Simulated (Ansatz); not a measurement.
Pt (fcc (Cu type)), relaxed and computed with several functionals in Ansatz (plane waves, PAW). Much of their spread follows the volume that each gives.

```
functional  V (Å³/atom)  B₀ by P(V) fit (GPa)
----------  -----------  --------------------
r²SCAN+D4         15.17                   279
LDA               14.76                   307
PBE               15.64                   248
PBE+D3(BJ)        15.16                     ?
r²SCAN            15.29                   271
```

Question: Fit a straight line to ln B₀ against ln V and predict the withheld value.

Answer: Least squares on the 4 shown rows: ln B₀ = -3.68 × ln V + (15.636), with a scatter of 0.3 %. For PBE+D3(BJ) this gives 279. The run itself gave 276, a miss of 1.1 % of that.

All cells were relaxed under the symmetry of their starts (and spin orders); stability against distortions was not tested throughout. Rows with no word on spin ran without spin polarisation. Scalar-relativistic: spin–orbit coupling is off unless named, which matters more the heavier the elements.

Potentials: the later of the program's two PAW sets.

Ansatz (a program for electronic structure) is a plane-wave DFT program.
